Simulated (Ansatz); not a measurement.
A relaxed cell of ScB2P3 is given with its symmetry left out. The cell was found from a structure generator's guess, not taken from experiment.

The calculation used Ansatz, DFT PBE, scalar-relativistic, plane waves, PAW. Cutoff 420 eV, Γ-centred mesh, Gaussian smearing, no spin polarisation.

```
Sc B P
1.0
     6.51968    0.00000    0.00000
    -3.25984    5.64621    0.00000
     0.00000    0.00000    2.55536
Sc B P
1 2 3
Direct
  0.00000 0.00000 0.00000
  0.33333 0.66667 0.50000
  0.66667 0.33333 0.50000
  0.50000 0.00000 0.50000
  0.00000 0.50000 0.50000
  0.50000 0.50000 0.50000
```

Energies over the elements count from the elements' standard structures at the same level, with no fitted energy shifts. The references include black phosphorus.

**Question.** Find its symmetry and describe it.

**Answer.** P6/mmm (No. 191). Conventional cell: a = 6.520 Å, c = 2.555 Å. Sc has 2 Sc at 2.56 Å; around B lie 3 P at 1.88 Å; around P lie 2 B at 1.88 Å.

**Question.** How far does it lie from the elements in energy?

**Answer.** +0.60 eV/atom. A positive value: parting into the elements would lower its energy.

**Question.** Is it a metal?

**Answer.** Yes, bands cross the Fermi level on the 6×6×14 mesh.

The last run used a 6×6×14 mesh (in the run's order of axes) for its 6-atom cell and Gaussian smearing of 0.10 eV. The reference form of P is held partly by dispersion forces, which this level lacks. Symmetry constrained the relaxation, so the result can be a saddle point. Another cell of ScB2P3 relaxed alike, in I4/mmm, lies 0.48 eV/atom lower, so this cell isn't the stable form at this level.
